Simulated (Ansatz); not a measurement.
# Structures of Ta$_{2}$O$_{5}$: which is lowest?

Plane-wave DFT in Ansatz with scalar-relativistic PAW potentials, cutoff 420 eV, Γ-centred meshes chosen by cell and gap, Gaussian smearing with energies taken to zero width. Every cell was relaxed (cell and atoms) in a run of its own, within the symmetry of its start. Functional: PBEsol.

Relaxed structures (starts from databases or built by putting these elements on another compound's sites):
A. Pmmn, 14 atoms in the computed cell, a = 3.838 Å, b = 12.995 Å, c = 3.869 Å; sites (symmetry × multiplicity) Ta m.. × 4, O m.. × 4 + m.. × 4 + mm2 × 2; start: database
B. I4/mmm, 7 atoms in the computed cell, a = 5.241 Å, c = 9.583 Å; sites (symmetry × multiplicity) Ta 4mm × 4, O ..2/m × 8 + 4/mmm × 2; start: database
C. Pmmm, 7 atoms in the computed cell, a = 3.670 Å, b = 3.859 Å, c = 6.433 Å; sites (symmetry × multiplicity) Ta mmm × 1 + mmm × 1, O mm2 × 2 + mmm × 1 + mmm × 1 + mmm × 1; start: database
D. C2/c, 14 atoms in the computed cell, a = 12.817 Å, b = 4.868 Å, c = 5.526 Å, β = 103.7°; sites (symmetry × multiplicity) Ta 1 × 8, O 1 × 8 + 1 × 8 + 2 × 4; start: database

Problem. Rank them by energy. Could pressure change the order?

Solution.
```csv
structure,group,E − E(lowest) (meV/atom),V (Å³/atom),gap on mesh (eV)
D,C2/c,0.0,11.96,3.19
A,Pmmn,8.4,13.78,2.27
B,I4/mmm,156,18.80,1.64
C,Pmmm,331,13.02,0.32
```

D is lowest, 8 meV/atom under A. The lowest is also the densest of these, so pressure wouldn't bring one of the others in at first order. Other structures may lie lower than all of these, and vibrations aren't counted.

Spin-orbit coupling is left out, which matters for the bands of heavy elements.